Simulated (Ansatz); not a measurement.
BP:
```cif
data_B4P4
_chemical_formula_sum 'B4 P4'
_space_group_name_H-M_alt 'Pnma'
_space_group_IT_number 62
_space_group_name_Hall '-P 2ac 2n'
_cell_length_a 6.21035
_cell_length_b 3.19268
_cell_length_c 5.32537
_cell_angle_alpha 90.000
_cell_angle_beta 90.000
_cell_angle_gamma 90.000
loop_
_space_group_symop_operation_xyz
  'x, y, z'
  '-x, -y, -z'
  '-x+1/2, -y, z+1/2'
  'x+1/2, y, -z+1/2'
  'x+1/2, -y+1/2, -z+1/2'
  '-x+1/2, y+1/2, z+1/2'
  '-x, y+1/2, -z'
  'x, -y+1/2, z'
loop_
_atom_site_label
_atom_site_type_symbol
_atom_site_symmetry_multiplicity
_atom_site_Wyckoff_symbol
_atom_site_fract_x
_atom_site_fract_y
_atom_site_fract_z
_atom_site_occupancy
B1 B 4 c 0.16200 0.25000 0.39839 1
P1 P 4 c 0.33857 0.25000 0.10693 1
```

Relaxed with LDA.

### Question
Decompose the optical modes at the zone centre into irreducible representations, and say which are infrared and Raman allowed.

### Answer
Point group mmm: Γ_opt = 4Ag + 2Au + 2B1g + 3B1u + 4B2g + B2u + 2B3g + 3B3u. Infrared: B1u, B2u, B3u. Raman: Ag, B1g, B2g, B3g.

### Question
Assign frequencies (DFPT, LDA (plane waves, PAW; program Ansatz); without the LO–TO term).

### Answer
Ag 119, B3g 186, B1g 229, Au 237, B1u 357, Ag 387, B2g 400, B3u 458, B2g 526, B1u 569, Ag 617, B3u 640, B2g 653, Au 735, B1g 738, B2u 785, B3g 791, B3u 815, B2g 855, B1u 882, Ag 928 cm⁻¹.

Subscripts of B labels follow the axes of the standard setting.

The start of the workflow was typed in or built on a structure type; neither database checked (COD, Materials Project) lists it. It is not the phase usual at ambient conditions (space group No. 216). The LDA relaxation kept the symmetry of its start; phonons on a q-mesh show no instability. The volume moved by 22 % from the start of the relaxation. A crystal of weakly bound layers computed without a dispersion correction: the cell and the soft elastic constants depend strongly on that.

Potentials: the later of the program's two PAW sets.
